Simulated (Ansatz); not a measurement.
# Elastic constants of Sb (R-3m), step by step

```
Sb
1.0
     2.14594    1.23896    3.65075
    -2.14594    1.23896    3.65075
     0.00000   -2.47792    3.65075
Sb
2
Direct
  0.23629 0.23629 0.23629
  0.76371 0.76371 0.76371
```

Unless marked otherwise, the numbers come from LDA, PAW on Ansatz 0.2.0's default frozen-core files (fitted under PBE), scalar-relativistic. k mesh 14×14×14, strains of ±0.005, Fermi-Dirac smearing of 0.080 eV, cutoff 420 eV. The cell was relaxed by PAW under this functional.

The cell is trigonal and carries a residual pressure of 0.00 GPa at this level. Each strain component that symmetry leaves independent is applied at ±0.005, the ions relax wherever a strain frees them, and the stress (tension positive, GPa) is read. Shears are engineering strains, γ = 2ε.

```tsv
strain	size	σxx	σyy	σzz	σyz	σxz	σxy
xx	-0.005	-0.5288	-0.1526	-0.1561	0.1280	0.0000	0.0000
xx	+0.005	0.5061	0.1369	0.1480	-0.1206	0.0000	0.0000
zz	-0.005	-0.1625	-0.1625	-0.2891	0.0000	0.0000	0.0000
zz	+0.005	0.1416	0.1416	0.2769	0.0000	0.0000	0.0000
yz	-0.005	0.1156	-0.1372	-0.0030	-0.2204	0.0000	0.0000
yz	+0.005	-0.1332	0.1118	-0.0031	0.2175	0.0000	0.0000
```

A central difference gives one constant, for example C11 ≈ (0.5061 − (-0.5288))/(0.01) = 103.5 GPa; the program then imposes the crystal's symmetry on the whole matrix.

(1) What are the independent elastic constants?

(2) Is the crystal stable against homogeneous strain?

(3) What moduli does a random aggregate of grains have?

(4) With the density of 6.943 g/cm³, how fast does sound travel, and what Debye temperature follows?

## Answers

(1) C11 = 103.5, C12 = 28.9, C13 = 30.4, C14 = -24.9, C33 = 56.6, C44 = 43.8 GPa.

(2) The least eigenvalue of the 6×6 matrix is 15.4 GPa, so yes.

(3) Voigt and Reuss bounds: B from 45.5 to 49.2 and G from 23.6 to 36.6 GPa; their means are B = 47.4 and G = 30.1 GPa. Then E = 9BG/(3B + G) = 74.4 GPa, ν = (3B − 2G)/(6B + 2G) = 0.238 and B/G = 1.58, on the brittle side of Pugh's 1.75 (a rule of thumb).

(4) 

| direction | slow (m/s) | middle (m/s) | fast (m/s) |
| --- | --- | --- | --- |
| x | 1492 | 3074 | 3861 |
| y | 2238 | 2317 | 4025 |
| z | 2511 | 2511 | 2855 |

The mean of v⁻³ over directions and branches gives v_m = 2183 m/s and θ_D = (ħ/k_B) v_m (6π²n)^(1/3) = 211 K, n being atoms per volume. Young's modulus spans 43 to 138 GPa over directions, and the universal anisotropy index is 2.84.

Limits of these numbers: frozen-core PAW files fitted under PBE, their cores solved anew for the functional of the run; responses of metals move with mesh and smearing; elastic stability says nothing of phonons or of other phases.
